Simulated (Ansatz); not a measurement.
**Cu (Fm-3m): elasticity against pressure**

```yaml
crystal:
  lattice:
    - [0.00000, 1.78165, 1.78165]
    - [1.78165, 0.00000, 1.78165]
    - [1.78165, 1.78165, 0.00000]
  atoms:
    - { symbol: Cu, position: [0.00000, 0.00000, 0.00000] }
```

This is the zero-pressure cell. At each pressure cell and atoms are relaxed in this structure, and the constants are slopes of the stress at strains of ±0.005 with relaxed ions (the coefficients that govern stability under load). Level: PBEsol, PAW on Ansatz 0.2.0's default frozen-core files (fitted under PBE), scalar-relativistic; k mesh 26×26×26, strains of ±0.005, Fermi-Dirac smearing of 0.050 eV, cutoff 420 eV. P is the pressure of the relaxed cell, less that of this one.

```csv
P (GPa),V/V₀,C11 (GPa),C12 (GPa),C44 (GPa)
0.00,1.0000,212.7,145.9,97.3
0.97,0.9943,218.5,150.3,99.5
1.99,0.9886,224.5,154.9,101.8
3.98,0.9779,236.0,163.6,106.2
6.99,?,?,?,?
9.96,0.9493,269.7,189.5,119.4
14.96,0.9287,296.9,210.6,130.3
```

**Question.** Does the bulk modulus from the constants agree with the pressure-volume curve?

**Answer.** A third-order Birch-Murnaghan fit to the volumes shown (F against f, f = [(V₀/V)^(2/3) − 1]/2) gives B₀ = 168.1 GPa and B′ = 5.0. Its −V dP/dV stands beside (C11 + 2C12)/3:

| P (GPa) | from P(V) | from the constants |
| --- | --- | --- |
| 0.00 | 168.1 | 168.2 |
| 0.97 | 172.9 | 173.0 |
| 1.99 | 178.0 | 178.1 |
| 3.98 | 187.7 | 187.8 |
| 9.96 | 216.3 | 216.2 |
| 14.96 | 239.6 | 239.3 |

**Question.** What are the pressure derivatives at zero pressure?

**Answer.** Slopes at V₀ of quadratic fits in −ln(V/V₀) through the first four rows shown, divided by B₀: dC11/dP = 5.9, dC12/dP = 4.6, dC44/dP = 2.3. The mean slopes up to 2.0 GPa are 5.9, 4.5, 2.2; curvature and scatter of the constants part the two. The combination (dC11/dP + 2 dC12/dP)/3 = 5.0 stands against B′.

**Question.** Fill the row at 6.99 GPa.

**Answer.** Cubic fits in −ln(V/V₀) through all rows shown give C11 = 253.2, C12 = 176.8, C44 = 112.9 GPa. Computed: V/V₀ = 0.9629, C11 (GPa) = 253.1, C12 (GPa) = 176.8, C44 (GPa) = 112.9.

**Question.** Does a shear stiffness soften?

**Answer.** C44 goes from 97.3 to 130.3 GPa; (C11 − C12)/2 goes from 33.4 to 43.2 GPa. Neither ends more than 3 % under its start, and the lattice stays mechanically stable over this range.

Caveats: no other phase was computed; many crystals of this kind change structure within this range, and rows or crossings beyond such a change describe a metastable lattice; frozen-core PAW files fitted under PBE, their cores solved anew for the functional of the run; responses of metals move with mesh and smearing; phonons weren't checked at these pressures.
